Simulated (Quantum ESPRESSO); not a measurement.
## W3Au2RhZrAl (different elements on one site, starting from this cell)

Computed values, not a measurement. The program is pw.x of Quantum ESPRESSO 7.5 (plane-wave density functional theory). The cell is made up: eight metal atoms on a hexagonal close-packed lattice, with elements, volume, strain and displacements drawn at random and not relaxed, so it may be unstable or far from any real phase. PseudoDojo standard norm-conserving files set the functional (PBE unless stated); there is no spin polarisation or spin-orbit coupling, the Fermi-Dirac width of 0.25 eV means electrons at about 2900 K, and the masses in the input are unused placeholders. Heavy elements are run without spin-orbit coupling, which real alloys of them have. A spin test at this wide smearing found no moment, but such smearing suppresses magnetism that the real alloy may have.

The runs put different elements on site 6. Cell, positions, cutoff, mesh and smearing stay as in the input of run 1; sites are counted in its order. Stress in the tables is positive in tension.

Input of run 1:

```
&control calculation='scf', pseudo_dir='./dojo.nc.sr.pbe.v0_5.standard.upf', outdir='./o', disk_io='medium', tprnfor=.true., tstress=.true. /
&system ibrav=0, nat=8, ntyp=5, nbnd=70, ecutwfc=87.97787729, nosym=.true., tot_charge=0,
 occupations='smearing', smearing='fd', degauss=0.0183746611
/
&electrons conv_thr=1.470e-08, electron_maxstep=70, mixing_beta=0.5 /
ATOMIC_SPECIES
Al 1.0 Al.upf
Au 1.0 Au.upf
Rh 1.0 Rh.upf
W 1.0 W.upf
Zr 1.0 Zr.upf
CELL_PARAMETERS angstrom
4.3689 -2.5509 0.0442
-2.9377 0.0381 -4.5872
2.9468 5.1609 -0.0469
ATOMIC_POSITIONS angstrom
W 0.046 0.0216 -0.0294
Au 1.665 2.5487 0.1124
Au 0.0951 1.8342 -2.3012
Rh 1.5075 4.3571 -2.2668
W 2.8916 -0.0961 0.0525
Zr 4.2246 2.5685 -0.1362
Al 1.5041 -0.9 -2.0874
W 2.9214 1.8069 -2.27
K_POINTS automatic
5 5 4 1 1 1
```

| run | elements on sites 1 to 8 | -TS (eV) | pressure (GPa) | stress xx (GPa) | stress yy (GPa) | stress zz (GPa) | stress yz (GPa) | stress xz (GPa) | stress xy (GPa) | iterations |
| --- | --- | --- | --- | --- | --- | --- | --- | --- | --- | --- |
| 1 | W Au Au Rh W Zr Al W | -1.451 | -0.75 | 1.22 | 6.81 | -5.79 | -0.99 | -0.28 | -1.03 | 18 |
| 2 | W Au Au Rh W Hf Al W | -1.436 | -1.52 | 2.23 | 7.62 | -5.31 | -1.25 | -0.65 | -0.87 | 16 |
| 3 | W Au Au Rh W Pd Al W | -1.451 | -10.75 | 11.49 | 15.46 | 5.30 | -3.26 | -0.25 | 0.64 | 17 |
| 4 | W Au Au Rh W Ag Al W | -1.398 | -7.40 | 8.79 | 12.14 | 1.26 | -3.70 | -1.46 | 0.36 | 16 |
| 5 | W Au Au Rh W Rh Al W | -1.523 | -12.55 | 12.74 | 17.42 | 7.48 | -2.64 | 0.60 | 0.95 | 17 |

Forces Fx Fy Fz (eV/Å):

| site | run 1 | run 2 | run 3 | run 4 | run 5 |
| --- | --- | --- | --- | --- | --- |
| 1 | -0.60 0.92 1.05 | -0.65 0.83 1.02 | -0.83 0.25 1.14 | -0.79 0.65 1.16 | -0.88 -0.10 1.12 |
| 2 | -3.35 0.46 -0.53 | -3.23 0.51 -0.55 | -2.69 0.42 -0.52 | -2.81 0.42 -0.50 | -2.64 0.41 -0.54 |
| 3 | -0.02 -0.97 1.29 | 0.03 -0.94 1.21 | 0.31 -0.66 0.96 | 0.29 -0.69 1.06 | 0.31 -0.66 0.87 |
| 4 | 0.69 -0.29 -0.32 | 0.61 -0.29 -0.29 | 0.57 -0.44 -0.57 | 0.68 -0.41 -0.49 | 0.46 -0.44 -0.62 |
| 5 | -0.08 -0.05 0.34 | -0.06 -0.06 0.34 | 0.05 0.26 0.40 | 0.02 0.20 0.30 | 0.09 0.33 0.49 |
| 6 | 3.30 -0.81 2.00 | 3.31 -0.74 2.13 | 2.23 0.24 0.68 | 2.56 0.04 1.32 | 2.08 0.37 0.27 |
| 7 | 0.02 0.71 -2.53 | 0.01 0.65 -2.49 | -0.08 -0.12 -1.35 | -0.03 0.07 -1.57 | -0.11 -0.20 -1.30 |
| 8 | 0.02 0.03 -1.29 | -0.01 0.03 -1.37 | 0.44 0.05 -0.73 | 0.10 -0.27 -1.28 | 0.70 0.30 -0.29 |

Energies are left out, as each element's file has its own zero. A rerun of one cell of this series at a higher cutoff and on a denser mesh moved values by no more than 0.002 eV in energy, 0.03 GPa in stress and 0.007 eV/Å in force, and a second program with other atomic files agreed on that cell to 2 % rms in force and 0.5 GPa in pressure.